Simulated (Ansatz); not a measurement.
Input file for Ansatz (a program for electronic structure):

Ansatz 0.2 input:
```yaml
crystal:
  lattice:
    - [1.9222998237, 1.1098403207, 22.0475475133]
    - [-1.9222998237, 1.1098403207, 22.0475475133]
    - [0.0, -2.2196806413, 22.0475475133]
  atoms:
    - { symbol: Si, position: [0.9105942004, 0.9105942004, 0.9105942004] }
    - { symbol: Si, position: [0.9465086744, 0.9465086744, 0.9465086744] }
    - { symbol: Si, position: [0.2917902896, 0.2917902896, 0.2917902896] }
    - { symbol: Si, position: [0.3273922544, 0.3273922544, 0.3273922544] }
    - { symbol: Si, position: [0.6726077456, 0.6726077456, 0.6726077456] }
    - { symbol: Si, position: [0.7082097104, 0.7082097104, 0.7082097104] }
    - { symbol: Si, position: [0.0534913256, 0.0534913256, 0.0534913256] }
    - { symbol: Si, position: [0.0894057996, 0.0894057996, 0.0894057996] }
    - { symbol: Si, position: [0.7680219944, 0.7680219944, 0.7680219944] }
    - { symbol: Si, position: [0.8036256308, 0.8036256308, 0.8036256308] }
    - { symbol: Si, position: [0.4821843783, 0.4821843783, 0.4821843783] }
    - { symbol: Si, position: [0.5178156217, 0.5178156217, 0.5178156217] }
    - { symbol: Si, position: [0.1963743692, 0.1963743692, 0.1963743692] }
    - { symbol: Si, position: [0.2319780056, 0.2319780056, 0.2319780056] }
kpoints:
  mp_grid: { grid: [8, 8, 8] }
hamiltonian:
  xc: r2scan
  pseudopotentials: { kind: paw }
scf:
  occupations: { method: fixed }
checkpoint: { read: static.run }
output: { bader: true, populations: true }
```

Output (shortened):

```
basis.fft_grid_basis auto: the FFT boxes are laid along the combinations [[1, 0, -1], [0, 1, -1], [0, 0, 1]] of the cell's own vectors, 3.845, 3.845 and 22.159 …
Pseudopotential: Si, paw, valence charge 4
Functional definition: r2SCAN
Crystal: 14 atoms, lattice volume = 282.223 Å³
Basis set: ecut = 500 eV, 7065 PW (Γ), FFT grids on a1−a3, a2−a3, a3, exchange–correlation on 120×120×648 points (64 copies of the dense FFT grid, shifted against one another)
Bands: 42, of which v1, the nominal top of the filled ones, is band 28 counted from 1 (27 counted from 0)
Symmetry: 12 space group operations
Space group: R-3m (ITA 166), of the structure as read, at distance tolerance 6.6e-5 Å
k-points: 65 of 512
Stability of the state it starts from, as read at its close in the unpolarized treatment …
iter 1 solved again at ethr=8.69e-8 eV; its pass at ethr=3.10e-3 eV (dr2=4.87e-5 eV) is discarded
SCF iter   1: F=—  HF=-8946.891167 eV  |F-HF|=—  |Δ(HF+E_count)|=         —  Δρ=2.47e-7  dr2=2.36e-10  dr2_τ=5.39e-12  ethr=8.69e-8  ⟨swp⟩=3.0  Hψ=18002  notcnv=0  defer=780
preconditioner: auto → Resta (q_TF=auto, 2.084 Å⁻¹)
SCF iter   2: F=-8946.891167 eV  HF=-8946.891167 eV  |F-HF|=1.64e-11  |Δ(HF+E_count)|=   2.22e-8  Δρ=9.84e-8  dr2=3.31e-11  dr2_τ=2.52e-12  ethr=1.00e-12  ⟨swp⟩=15.7  Hψ=19364  notcnv=0
SCF 1 converged in 2 iterations: F = -8946.891167 eV  dr2 = 3.31e-11
SCF converged after 2 iterations
Free energy (F): -8946.891167 eV
Harris-Foulkes:  -8946.891167 eV  (|F-HF|=1.64e-11)
Internal energy: -8946.891167 eV  (E = F + TS)
E sigma→0 (E₀):  -8946.891167 eV
Fermi energy:    6.154684 eV
--- Per-component energies (eV) ---
  E_band       = 45.105704
  E_kinetic    = 565.709090
  E_local      = -377.337054  (includes V_loc(G=0)·N_el)
  E_nonlocal   = 349.931961
  E_hartree    = 105.441960
  E_xc         = -721.082326
  E_vxc        = -696.420533  (∫ρ·V_xc dr)
  E_paw        = -7273.102054  (= ΣΔE_a)
  E_vpaw       = -34.911046  (= ΣTr[D̂ρ^β])
  E_aug_tail   = 0.000060  (compensation charges beyond the density's cutoff)
  E_vtau       = 27.249349  (kinetic-family band-sum trace: ∫τ·v_τ [+ j·A + Jᵃ·Aᵃ] dr)
  E_ewald      = -1595.382741
  E_core_change = -1.070062  (= ΣΔE_core)
  E_smearing   =  0.000000  (= −TS)
  E_closure    =  0.000000  (closes the sum)
  Σ components = -8946.891167   (vs F -8946.891167, Δ=0.00e0)
  [band-id]    e_kinetic+e_local+e_nonlocal+2·e_hartree+e_vxc+e_vpaw+e_augmentation_tail+e_vtau = 45.105746   (vs E_band 45.105704, Δ=4.24e-5)
--- Band table (eV; the first three rows and the last of 65) ---
  k-point 0: bands = ["-6.4103", "-6.1396", "-6.1251", "-5.3348", "-5.3297", "-4.2497", "-4.2491", "-0.7701", "-0.7659", "1.3424", "1.3552", "4.0739", "4.0769", "4.8226", "4.8226", "4.8356", "4.8356", "5.1501", "5.1501", "5.1956", "5.1956", "5.7106", …
  k-point 1: bands = ["-6.2194", "-5.9662", "-5.9186", "-5.1868", "-5.1023", "-4.0998", "-4.0225", "-0.7377", "-0.6193", "1.2729", "1.4743", "3.5325", "3.5740", "3.6293", "3.8385", "4.0286", "4.2016", "4.4170", "4.4469", "4.7135", "4.7881", "4.8682", …
  k-point 2: bands = ["-5.6585", "-5.4296", "-5.3417", "-4.6792", "-4.5175", "-3.5906", "-3.4375", "-0.7235", "-0.5229", "0.7591", "1.0217", "1.8517", "1.9674", "2.0911", "2.2438", "2.7822", "2.9654", "3.2345", "3.7682", "3.7966", "4.1763", "4.2533", …
  k-point 64: bands = ["-6.3425", "-6.3384", "-5.7956", "-5.7879", "-4.7882", "-4.7850", "-3.9852", "-1.1636", "0.1521", "0.1696", "2.6755", "2.6855", "4.7860", "4.7860", "4.9309", "4.9309", "4.9910", "4.9910", "5.3786", "5.3820", "5.4208", "5.4208", …
--- Löwdin populations: 14 sites ---
  site symbol       q [e]
     0     Si      3.9677
     1     Si      3.9678
     2     Si      3.9547
     3     Si      3.9584
     4     Si      3.9584
     5     Si      3.9547
     6     Si      3.9678
     7     Si      3.9677
     8     Si      3.9549
     9     Si      3.9585
    10     Si      3.9602
    11     Si      3.9602
    12     Si      3.9585
    13     Si      3.9549
  spilling = 0.009923 (of n_electrons = 56.000000)
--- Bader charges: 14 sites ---
  site symbol  charge [e]  shift [e]
     0     Si     -0.0135     0.0011
     1     Si     -0.0133     0.0011
     2     Si      0.0073     0.0006
     3     Si      0.0060     0.0005
     4     Si      0.0060     0.0005
     5     Si      0.0073     0.0006
     6     Si     -0.0133     0.0011
     7     Si     -0.0135     0.0011
     8     Si      0.0071     0.0006
     9     Si      0.0055     0.0004
    10     Si      0.0008     0.0001
    11     Si      0.0008     0.0001
    12     Si      0.0055     0.0004
    13     Si      0.0072     0.0006
  shift: an alarm, by how much a part of what the PAW files miss would move the charge. Where it is large, compare
  with a run on PAW files of another source; a small one proves nothing
  estimated error of the sums over rays = 1.3e-4 e
```

Cost: very roughly 3 core-minutes on shared cores.

The start of the workflow was typed in or built on a structure type; neither database checked (COD, Materials Project) lists it. It is not the phase usual at ambient conditions (space group No. 227). The r²SCAN relaxation kept the symmetry of its start; whether a distortion lowers the energy is not shown.

Potentials: the later of the program's two PAW sets.

Ansatz is a plane-wave DFT program.
